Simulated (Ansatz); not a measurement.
A plane-wave DFT run in Ansatz 0.2.0 (scalar-relativistic PAW potentials unless the input names others): input and command.

```yaml
crystal:
  lattice:
    - [5.706801, 0.023277, 0.073862]
    - [0.04719, 6.729677, -0.213289]
    - [0.059411, -0.247076, 6.596078]
  atoms:
    - { symbol: Li, position: [0.000708933, 0.0329072423, 0.9529049492] }
    - { symbol: Li, position: [0.4989225111, 0.5338828018, 0.4529172215] }
    - { symbol: Li, position: [0.2574994253, 0.799255628, 0.2218762299] }
    - { symbol: Li, position: [0.7527985906, 0.7013960931, 0.7877622348] }
    - { symbol: Li, position: [0.7352229801, 0.1892619057, 0.2903049151] }
    - { symbol: Li, position: [0.2624156945, 0.3015892511, 0.7198827666] }
    - { symbol: Ge, position: [0.2207327639, 0.7273586262, 0.7361904422] }
    - { symbol: Ag, position: [0.7512162962, 0.7847427726, 0.2097963492] }
    - { symbol: Ag, position: [0.7568254772, 0.2993635839, 0.7436002537] }
    - { symbol: Ag, position: [0.2516831506, 0.1964323848, 0.2828796421] }
    - { symbol: Ge, position: [0.499505651, 0.0321623543, 0.9638801861] }
    - { symbol: Ag, position: [0.5159535706, 0.9647505745, 0.5604231567] }
    - { symbol: Ge, position: [0.9934674807, 0.5035882048, 0.4511913561] }
    - { symbol: Ge, position: [0.0244697519, 0.4760498622, 0.0412494797] }
    - { symbol: Ge, position: [0.4929459245, 0.4601262827, 0.051560597] }
    - { symbol: Ge, position: [0.991974346, 0.9898074488, 0.5299751479] }
kpoints:
  mp_grid: { grid: [5, 6, 5], shift: [0.5, 0.5, 0.5] }
hamiltonian:
  xc: lda
scf:
  occupations: { method: gaussian, width: 0.1 }
  initial_density: { chi_scale: 0.1 }
output:
  forces: true
  eigenvalues: true
  stress: true
```

```bash
ansatz run input.yaml --threads 4 --pin off --max-ram 9216MiB --backend cpu --events-out ev --progress --plain --runs-dir out
```

Abridged log:
```
Basis set: ecut = 420 eV, 4935 PW (Γ)
Bands: 107, of which v1, the nominal top of the filled ones, is band 89 counted from 1 (88 counted from 0)
Symmetry: 1 space group operations
k-points: 75 of 150 (time reversal used)
SCF iter   1: F=—  HF=-56345.005343 eV  |F-HF|=—  |Δ(HF+E_count)|=         —  Δρ=7.80e-2  dr2=2.31e1  ethr=3.10e-3  ⟨swp⟩=6.0  Hψ=26030  notcnv=0  defer=28
SCF iter   2: F=—  HF=-56341.575439 eV  |F-HF|=—  |Δ(HF+E_count)|=    3.43e0  Δρ=3.45e-2  dr2=5.71e0  ethr=3.10e-3  ⟨swp⟩=2.0  Hψ=12083  notcnv=0  defer=821
SCF iter   3: F=—  HF=-56340.268985 eV  |F-HF|=—  |Δ(HF+E_count)|=    1.31e0  Δρ=1.04e-2  dr2=7.82e-1  ethr=3.10e-3  ⟨swp⟩=2.0  Hψ=10009  notcnv=0  defer=821
SCF iter   4: F=—  HF=-56340.049306 eV  |F-HF|=—  |Δ(HF+E_count)|=   2.20e-1  Δρ=2.90e-3  dr2=4.89e-2  ethr=4.39e-4  ⟨swp⟩=2.9  Hψ=14082  notcnv=0  defer=813
SCF iter   5: F=—  HF=-56340.035006 eV  |F-HF|=—  |Δ(HF+E_count)|=   1.43e-2  Δρ=1.72e-3  dr2=8.90e-3  ethr=2.75e-5  ⟨swp⟩=2.0  Hψ=12249  notcnv=0  defer=813
SCF iter   6: F=—  HF=-56340.029693 eV  |F-HF|=—  |Δ(HF+E_count)|=   5.31e-3  Δρ=5.21e-4  dr2=9.07e-4  ethr=5.00e-6  ⟨swp⟩=2.0  Hψ=12248  notcnv=0  defer=813
SCF iter   7: F=—  HF=-56340.029589 eV  |F-HF|=—  |Δ(HF+E_count)|=   1.05e-4  Δρ=1.33e-4  dr2=7.90e-5  ethr=5.10e-7  ⟨swp⟩=2.9  Hψ=12463  notcnv=0  defer=813
SCF iter   8: F=—  HF=-56340.029471 eV  |F-HF|=—  |Δ(HF+E_count)|=   1.17e-4  Δρ=4.04e-5  dr2=6.34e-6  ethr=4.44e-8  ⟨swp⟩=2.0  Hψ=10169  notcnv=0  defer=813
SCF iter   9: F=—  HF=-56340.029470 eV  |F-HF|=—  |Δ(HF+E_count)|=   1.10e-6  Δρ=1.90e-5  dr2=1.23e-6  ethr=3.56e-9  ⟨swp⟩=2.0  Hψ=13665  notcnv=0  defer=813
SCF iter  10: F=—  HF=-56340.029470 eV  |F-HF|=—  |Δ(HF+E_count)|=   3.29e-7  Δρ=6.78e-6  dr2=1.96e-7  ethr=6.92e-10  ⟨swp⟩=2.0  Hψ=13632  notcnv=0  defer=813
SCF iter  11: F=-56340.029470 eV  HF=-56340.029470 eV  |F-HF|=5.07e-8  |Δ(HF+E_count)|=   6.21e-8  Δρ=3.17e-6  dr2=4.46e-8  ethr=5.62e-11  ⟨swp⟩=10.9  Hψ=33941  notcnv=0
SCF 1 converged in 11 iterations: F = -56340.029470 eV  dr2 = 4.46e-8
SCF converged after 11 iterations
Free energy (F): -56340.029470 eV
Harris-Foulkes:  -56340.029470 eV  (|F-HF|=5.07e-8)
Internal energy: -56340.008723 eV  (E = F + TS)
E sigma→0 (E₀):  -56340.019097 eV
Entropy (-TS):   -0.020746 eV (-1.297 meV/atom)
Fermi energy:    10.369019 eV
--- Forces (eV/Å), atoms counted from 1 ---
  atom   1  Li     0.03021064    -0.01736623    -0.02026708
  atom   2  Li     0.07559468    -0.02068919     0.06721703
  atom   3  Li    -0.03236913    -0.03036665    -0.03264047
  atom   4  Li    -0.11580931     0.06668714     0.00281265
  atom   5  Li     0.03308119     0.09569696     0.00339129
  atom   6  Li     0.01464362    -0.05057977    -0.07301182
  atom   7  Ge     0.15861127     0.18254538    -0.10532571
  atom   8  Ag    -0.00000655    -0.00178088     0.01527326
  atom   9  Ag    -0.00756443    -0.14246490    -0.11779786
  atom  10  Ag     0.01984481     0.02468964     0.10640278
  atom  11  Ge     0.06367694    -0.14295733     0.33622151
  atom  12  Ag     0.00935845     0.05591498    -0.23189244
  atom  13  Ge    -0.12814466    -0.00538668     0.15737061
  atom  14  Ge    -0.10467593     0.11791003    -0.01948679
  atom  15  Ge     0.08972733    -0.07410409    -0.05277183
  atom  16  Ge    -0.10617225    -0.05773248    -0.03552446
--- Stress (GPa, compression-positive) ---
       -2.543748      -0.194247      -0.362719
       -0.194247      -1.678403      -0.564371
       -0.362719      -0.564371      -2.071632
  P = ⅓ Tr σ = -2.0979 GPa (-20.979 kbar)
```

Apart from outputs and empty bands, the input differs from a reference run on usual settings in hamiltonian.xc: "pbesol" → "lda"; scf.initial_density.chi_scale: not typed → 0.1; kpoints.mp_grid.shift: not typed → [0.5, 0.5, 0.5]; basis.ecutwfc: 420 → not typed. The reference, at the same geometry (not necessarily relaxed), gave pressure 0.54 GPa, largest force 0.372 eV/Å, no gap on the mesh. This run converged in 11 SCF iterations (reference: 9) with a total energy on another zero, pressure -2.10 GPa, largest force 0.371 eV/Å, no gap on the mesh.

The run took 100 s on 4 threads of Intel(R) Xeon(R) Processor @ 2.50GHz (Skylake/Cascade Lake), with other jobs on the host, peak memory 1.7 GiB.